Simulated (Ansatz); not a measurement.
Ansatz (a quantum-chemistry and plane-wave program) input:

Ansatz 0.2 input:
```yaml
crystal:
  lattice:
    - [0.0, 3.1296134711, 3.1296134711]
    - [3.1296134711, 0.0, 3.1296134711]
    - [3.1296134711, 3.1296134711, 0.0]
  atoms:
    - { symbol: Na, position: [0.0, 0.0, 0.0] }
    - { symbol: I, position: [0.5, 0.5, 0.5] }
kpoints:
  mp_grid: { grid: [8, 8, 8] }
hamiltonian:
  xc: lda
  pseudopotentials: { kind: paw }
scf:
  occupations: { method: fixed }
elastic: { mode: relaxed_ion, stencil: two_point, amplitude: 0.005, f_tol: 0.0005 }
```

Output (shortened):

```
Pseudopotential: Na, paw, valence charge 9
Pseudopotential: I, paw, valence charge 17
Functional definition: SPW92
Crystal: 2 atoms, lattice volume = 61.306 Å³
Basis set: ecut = 420 eV, 1243 PW (Γ)
Bands: 17, of which v1, the nominal top of the filled ones, is band 13 counted from 1 (12 counted from 0)
Symmetry: 48 space group operations
Space group: Fm-3m (ITA 225), of the structure as read, at distance tolerance 3.9e-5 Å
k-points: 29 of 512
SCF iter   1: F=—  HF=-8825.016540 eV  |F-HF|=—  |Δ(HF+E_count)|=         —  Δρ=5.69e-3  dr2=7.79e-3  ethr=1.77e-3  ⟨swp⟩=5.1  Hψ=2259  notcnv=0  defer=53
preconditioner: auto → none
SCF iter   2: F=—  HF=-8825.011382 eV  |F-HF|=—  |Δ(HF+E_count)|=   5.16e-3  Δρ=1.97e-3  dr2=1.52e-3  ethr=2.99e-5  ⟨swp⟩=2.2  Hψ=1169  notcnv=0  defer=53
SCF iter   3: F=—  HF=-8825.011132 eV  |F-HF|=—  |Δ(HF+E_count)|=   2.50e-4  Δρ=6.95e-4  dr2=1.96e-4  ethr=5.85e-6  ⟨swp⟩=3.9  Hψ=874  notcnv=0  defer=54
SCF iter   4: F=—  HF=-8825.011082 eV  |F-HF|=—  |Δ(HF+E_count)|=   5.02e-5  Δρ=2.06e-4  dr2=1.17e-5  ethr=7.55e-7  ⟨swp⟩=2.7  Hψ=815  notcnv=0  defer=53
SCF iter   5: F=—  HF=-8825.011080 eV  |F-HF|=—  |Δ(HF+E_count)|=   2.22e-6  Δρ=9.01e-6  dr2=8.13e-8  ethr=4.51e-8  ⟨swp⟩=1.0  Hψ=494  notcnv=0  defer=53
SCF iter   6: F=—  HF=-8825.011082 eV  |F-HF|=—  |Δ(HF+E_count)|=   2.94e-6  Δρ=1.47e-6  dr2=4.49e-10  ethr=3.13e-10  ⟨swp⟩=2.9  Hψ=827  notcnv=0  defer=51
SCF iter   7: F=—  HF=-8825.011082 eV  |F-HF|=—  |Δ(HF+E_count)|=  1.29e-10  Δρ=2.33e-7  dr2=6.89e-11  ethr=1.73e-12  ⟨swp⟩=2.6  Hψ=815  notcnv=0  defer=51
SCF iter   8: F=—  HF=-8825.011082 eV  |F-HF|=—  |Δ(HF+E_count)|=  2.91e-11  Δρ=3.41e-8  dr2=4.77e-13  ethr=2.65e-13 (applied; sched 1.00e-12)  ⟨swp⟩=2.2  Hψ=651  notcnv=0  defer=51
SCF iter   9: F=-8825.011082 eV  HF=-8825.011082 eV  |F-HF|=3.64e-12  |Δ(HF+E_count)|=  3.64e-12  Δρ=9.77e-9  dr2=9.46e-14  ethr=1.00e-12  ⟨swp⟩=7.2  Hψ=2301  notcnv=0
SCF 1 converged in 9 iterations: F = -8825.011082 eV  dr2 = 9.46e-14
Crystal: 2 atoms, lattice volume = 60.999 Å³
Symmetry: 16 space group operations
k-points: 59 of 512
iter 1 solved again at ethr=1.07e-7 eV; its pass at ethr=3.10e-3 eV (dr2=2.78e-5 eV) is discarded
SCF iter   1: F=—  HF=-8825.010873 eV  |F-HF|=—  |Δ(HF+E_count)|=         —  Δρ=2.23e-4  dr2=4.10e-5  ethr=1.07e-7  ⟨swp⟩=3.0  Hψ=5675  notcnv=0  defer=116
preconditioner: auto → none
SCF iter   2: F=—  HF=-8825.010854 eV  |F-HF|=—  |Δ(HF+E_count)|=   1.84e-5  Δρ=9.21e-5  dr2=4.24e-6  ethr=1.07e-7  ⟨swp⟩=2.0  Hψ=1704  notcnv=0  defer=111
SCF iter   3: F=—  HF=-8825.010851 eV  |F-HF|=—  |Δ(HF+E_count)|=   3.61e-6  Δρ=2.95e-5  dr2=3.83e-7  ethr=1.63e-8  ⟨swp⟩=2.0  Hψ=1662  notcnv=0  defer=94
SCF iter   4: F=—  HF=-8825.010853 eV  |F-HF|=—  |Δ(HF+E_count)|=   2.03e-6  Δρ=3.62e-6  dr2=8.23e-9  ethr=1.47e-9  ⟨swp⟩=2.2  Hψ=1270  notcnv=0  defer=87
SCF iter   5: F=—  HF=-8825.010853 eV  |F-HF|=—  |Δ(HF+E_count)|=   1.15e-9  Δρ=7.88e-7  dr2=1.66e-10  ethr=3.17e-11  ⟨swp⟩=2.2  Hψ=1729  notcnv=0  defer=88
SCF iter   6: F=—  HF=-8825.010853 eV  |F-HF|=—  |Δ(HF+E_count)|=  2.18e-11  Δρ=1.49e-7  dr2=5.15e-12  ethr=6.38e-13 (applied; sched 1.00e-12)  ⟨swp⟩=2.0  Hψ=1724  notcnv=0  defer=88
SCF iter   7: F=-8825.010853 eV  HF=-8825.010853 eV  |F-HF|=0.00e0  |Δ(HF+E_count)|=  3.64e-12  Δρ=1.56e-8  dr2=6.75e-14  ethr=1.00e-12  ⟨swp⟩=3.2  Hψ=4218  notcnv=0
SCF 2 converged in 7 iterations: F = -8825.010853 eV  dr2 = 6.75e-14
Crystal: 2 atoms, lattice volume = 61.612 Å³
iter 1 solved again at ethr=5.47e-9 eV; its pass at ethr=3.10e-3 eV (dr2=1.42e-6 eV) is discarded
SCF iter   1: F=—  HF=-8825.010764 eV  |F-HF|=—  |Δ(HF+E_count)|=         —  Δρ=3.33e-4  dr2=1.42e-6  ethr=5.47e-9  ⟨swp⟩=2.1  Hψ=4752  notcnv=0  defer=79
preconditioner: auto → none
SCF iter   2: F=—  HF=-8825.010853 eV  |F-HF|=—  |Δ(HF+E_count)|=   8.93e-5  Δρ=1.67e-4  dr2=3.54e-7  ethr=5.47e-9  ⟨swp⟩=1.0  Hψ=1003  notcnv=0  defer=79
SCF iter   3: F=—  HF=-8825.010883 eV  |F-HF|=—  |Δ(HF+E_count)|=   2.98e-5  Δρ=9.73e-7  dr2=9.16e-10  ethr=1.36e-9  ⟨swp⟩=1.0  Hψ=1003  notcnv=0  defer=79
SCF iter   4: F=—  HF=-8825.010883 eV  |F-HF|=—  |Δ(HF+E_count)|=  1.87e-10  Δρ=1.27e-7  dr2=1.05e-11  ethr=3.52e-12  ⟨swp⟩=2.0  Hψ=1711  notcnv=0  defer=79
SCF iter   5: F=-8825.010883 eV  HF=-8825.010883 eV  |F-HF|=1.82e-12  |Δ(HF+E_count)|=  3.64e-12  Δρ=2.18e-8  dr2=8.24e-14  ethr=1.00e-12  ⟨swp⟩=3.9  Hψ=4381  notcnv=0
SCF 3 converged in 5 iterations: F = -8825.010883 eV  dr2 = 8.24e-14
Crystal: 2 atoms, lattice volume = 61.305 Å³
Symmetry: 8 space group operations
k-points: 95 of 512
iter 1 solved again at ethr=2.41e-8 eV; its pass at ethr=3.10e-3 eV (dr2=6.26e-6 eV) is discarded
SCF iter   1: F=—  HF=-8825.011044 eV  |F-HF|=—  |Δ(HF+E_count)|=         —  Δρ=1.08e-4  dr2=2.50e-6  ethr=2.41e-8  ⟨swp⟩=3.0  Hψ=9124  notcnv=0  defer=188
preconditioner: auto → none
SCF iter   2: F=—  HF=-8825.011045 eV  |F-HF|=—  |Δ(HF+E_count)|=   6.81e-7  Δρ=5.29e-5  dr2=6.13e-7  ethr=9.62e-9  ⟨swp⟩=1.1  Hψ=1620  notcnv=0  defer=152
SCF iter   3: F=—  HF=-8825.011045 eV  |F-HF|=—  |Δ(HF+E_count)|=   1.35e-7  Δρ=1.26e-6  dr2=5.24e-10  ethr=2.36e-9  ⟨swp⟩=1.0  Hψ=1615  notcnv=0  defer=152
SCF iter   4: F=—  HF=-8825.011045 eV  |F-HF|=—  |Δ(HF+E_count)|=   1.20e-9  Δρ=3.24e-7  dr2=8.28e-11  ethr=2.02e-12  ⟨swp⟩=2.4  Hψ=2892  notcnv=0  defer=152
SCF iter   5: F=—  HF=-8825.011045 eV  |F-HF|=—  |Δ(HF+E_count)|=  4.37e-11  Δρ=6.24e-8  dr2=1.30e-12  ethr=3.18e-13 (applied; sched 1.00e-12)  ⟨swp⟩=2.0  Hψ=2755  notcnv=0  defer=152
SCF iter   6: F=-8825.011045 eV  HF=-8825.011045 eV  |F-HF|=1.82e-12  |Δ(HF+E_count)|=  3.64e-12  Δρ=1.55e-8  dr2=5.79e-14  ethr=1.00e-12  ⟨swp⟩=5.0  Hψ=6022  notcnv=0
SCF 4 converged in 6 iterations: F = -8825.011045 eV  dr2 = 5.79e-14
Crystal: 2 atoms, lattice volume = 61.305 Å³
iter 1 solved again at ethr=7.41e-10 eV; its pass at ethr=3.10e-3 eV (dr2=1.93e-7 eV) is discarded
SCF iter   1: F=—  HF=-8825.011030 eV  |F-HF|=—  |Δ(HF+E_count)|=         —  Δρ=1.23e-4  dr2=1.93e-7  ethr=7.41e-10  ⟨swp⟩=2.0  Hψ=7783  notcnv=0  defer=131
preconditioner: auto → none
SCF iter   2: F=—  HF=-8825.011042 eV  |F-HF|=—  |Δ(HF+E_count)|=   1.11e-5  Δρ=6.16e-5  dr2=4.82e-8  ethr=7.41e-10  ⟨swp⟩=1.0  Hψ=1615  notcnv=0  defer=131
SCF iter   3: F=—  HF=-8825.011045 eV  |F-HF|=—  |Δ(HF+E_count)|=   3.70e-6  Δρ=6.42e-8  dr2=3.36e-12  ethr=1.85e-10  ⟨swp⟩=1.0  Hψ=1615  notcnv=0  defer=131
SCF iter   4: F=—  HF=-8825.011045 eV  |F-HF|=—  |Δ(HF+E_count)|=  1.27e-11  Δρ=1.49e-8  dr2=1.65e-13  ethr=1.00e-12  ⟨swp⟩=6.1  Hψ=6649  notcnv=0
SCF iter   5: F=-8825.011045 eV  HF=-8825.011045 eV  |F-HF|=3.64e-12  |Δ(HF+E_count)|=    0.00e0  Δρ=4.44e-9  dr2=7.05e-15  ethr=1.00e-12  ⟨swp⟩=4.2  Hψ=4772  notcnv=0
SCF 5 converged in 5 iterations: F = -8825.011045 eV  dr2 = 7.05e-15
SCF converged after 9 iterations
Free energy (F): -8825.011082 eV
Harris-Foulkes:  -8825.011082 eV  (|F-HF|=3.64e-12)
Internal energy: -8825.011082 eV  (E = F + TS)
E sigma→0 (E₀):  -8825.011082 eV
Fermi energy:    3.753495 eV
--- Per-component energies (eV) ---
  E_band       = -596.465946
  E_kinetic    = 311.427920
  E_local      = -3226.253534  (includes V_loc(G=0)·N_el)
  E_nonlocal   = 31.570700
  E_hartree    = 1463.657563
  E_xc         = -166.026522
  E_vxc        = -179.081588  (∫ρ·V_xc dr)
  E_paw        = -4905.418421  (= ΣΔE_a)
  E_vpaw       = -461.444625  (= ΣTr[D̂ρ^β])
  E_aug_tail   = 0.000041  (compensation charges beyond the density's cutoff)
  E_ewald      = -2334.890934
  E_core_change = 0.922105  (= ΣΔE_core)
  E_smearing   =  0.000000  (= −TS)
  E_closure    =  0.000000  (closes the sum)
  Σ components = -8825.011082   (vs F -8825.011082, Δ=0.00e0)
  [band-id]    e_kinetic+e_local+e_nonlocal+2·e_hartree+e_vxc+e_vpaw+e_augmentation_tail = -596.465961   (vs E_band -596.465946, Δ=-1.52e-5)
--- Forces (eV/Å), atoms counted from 1 ---
  atom   1  Na     0.00000000     0.00000000     0.00000000
  atom   2  I      0.00000000     0.00000000     0.00000000
  max |Σ_I F_I| component: 0.0 eV/Å
--- Stress (GPa, compression-positive) ---
        0.005132       0.000000       0.000000
        0.000000       0.005132       0.000000
        0.000000       0.000000       0.005132
  P = ⅓ Tr σ = 0.0051 GPa (0.051 kbar)
--- Band table (eV; the first three rows and the last of 29) ---
  k-point 0: bands = ["-46.0665", "-39.3950", "-39.3950", "-39.3902", "-39.3902", "-39.3902", "-18.5743", "-18.5743", "-18.5743", "-7.6544", "3.7535", "3.7535", "3.7535", "7.3744", "11.5902", "11.5902", "11.5902"]
  k-point 1: bands = ["-46.0664", "-39.3950", "-39.3950", "-39.3901", "-39.3901", "-39.3901", "-18.5756", "-18.5743", "-18.5743", "-7.5978", "3.1840", "3.6967", "3.6967", "7.9630", "11.2024", "11.7666", "11.7666"]
  k-point 2: bands = ["-46.0664", "-39.3950", "-39.3950", "-39.3901", "-39.3900", "-39.3900", "-18.5790", "-18.5745", "-18.5745", "-7.4545", "2.1883", "3.5671", "3.5671", "8.6724", "11.3308", "11.6917", "11.6917"]
  k-point 28: bands = ["-46.0663", "-39.3950", "-39.3949", "-39.3900", "-39.3900", "-39.3897", "-18.5791", "-18.5791", "-18.5774", "-7.1213", "2.0333", "2.0333", "2.6014", "9.6282", "11.2182", "11.2182", "11.7150"]
--- Elastic constants: 2 strain directions × 2 members + reference (group order 48) ---
  dense FFT box of the reference and of every strained cell: 30×30×30
  strains applied: 11, 23; error gains: componentwise 1.00 (the most a stress slope's error grows in a printed constant), spectral 1.73 (1 for all six strains …
  C = ∂σ_k/∂η_j (tension-positive GPa; Voigt order 11 22 33 23 13 12):
        44.447      8.991      8.991      0.000      0.000      0.000
         8.991     44.447      8.991      0.000      0.000      0.000
         8.991      8.991     44.447      0.000      0.000      0.000
         0.000      0.000      0.000      7.616      0.000      0.000
         0.000      0.000      0.000      0.000      7.616      0.000
         0.000      0.000      0.000      0.000      0.000      7.616
  reference stress σ⁰ (GPa):     -0.005     -0.005     -0.005      0.000      0.000      0.000
  C* (energy form; C + prestress term) asymmetry max|C*_kj − C*_jk| = 3.553e-15 GPa — a small one proves nothing (zero by symmetry where the batch's group is …
  moduli (Voigt/Reuss/Hill, GPa): K = 20.81/20.81/20.81   G = 11.66/9.87/10.76   E = 27.54   ν = 0.279
  mechanically stable: yes (min eigenvalue of sym C = 7.62 GPa)
  where every solve meets its electron count the energy-path curvature estimates C_jj along a normal strain and C_jj − ¼(σ⁰_aa + σ⁰_bb) along a shear (ab), of …
  strain η (Voigt 11):  stress-route row diagonal C_11 = 44.45 GPa, energy-path curvature d²(F+E_count+ΔE)/dδ²/Ω₀ = 44.45 GPa
         δ    σ_11 (GPa)             F (eV)   n_scf  n_hpsi   n_pw
    -5.000e-3      -0.2347       -8825.0108526       7   18926   1243   relax 0 steps, max|allowed force component| 0.0 eV/Å
     5.000e-3       0.2097       -8825.0108828       5   13792   1243   relax 0 steps, max|allowed force component| 0.0 eV/Å
  strain η (Voigt 23):  stress-route row diagonal C_44 = 7.62 GPa, energy-path curvature d²(F+E_count+ΔE)/dδ²/Ω₀ = 7.58 GPa
         δ    σ_23 (GPa)             F (eV)   n_scf  n_hpsi   n_pw
    -5.000e-3      -0.0381       -8825.0110453       6   25548   1243   relax 0 steps, max|allowed force component| 0.0 eV/Å
     5.000e-3       0.0381       -8825.0110453       5   23954   1243   relax 0 steps, max|allowed force component| 0.0 eV/Å
```

Cost: about 17 core-seconds (a rough figure) on shared cores.

The LDA relaxation kept the symmetry of its start; phonons on a q-mesh show no instability. Scalar-relativistic: spin–orbit coupling is off unless named, which matters more the heavier the elements.

Potentials: the later of the program's two PAW sets.

Ansatz is a plane-wave DFT program.
